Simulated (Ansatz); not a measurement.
MoIr (rock salt, Fm-3m) at seven volumes, DFT-PBEsol in the program Ansatz with PAW potentials, scaled uniformly. One row is withheld.

```
V (Å³/atom)  P (GPa)
-----------  -------
15.253             ?
15.756         17.51
16.259          8.04
16.761          0.00
17.264         -6.82
17.767        -12.60
18.270        -17.49
```

**Question.** Fit the shown pressures and predict the withheld one.

**Answer.** Third-order Birch–Murnaghan: P = (3/2)B₀(x^(7/2) − x^(5/2))[1 + (3/4)(B′ − 4)(x − 1)] with x = (V₀/V)^(2/3). Least squares on the six rows gives V₀ = 16.761 Å³/atom, B₀ = 246.4 GPa, B′ = 4.51. At V = 15.253, x = 1.0649 and P = 28.75 GPa. The run itself gave 28.67 GPa.

The start of the workflow was typed in or built on a structure type; neither database checked (COD, Materials Project) lists it. COD files the formula under space group No. 51. Its standing as an ambient phase is unchecked. The PBEsol relaxation kept the symmetry of its start. At this level the phase is mechanically unstable. The run is not spin-polarised. Its formation energy is positive at this level, so the cell may be metastable or incomplete. Spin–orbit coupling is left out wherever it is not named.

Potentials: the later of the program's two PAW sets.
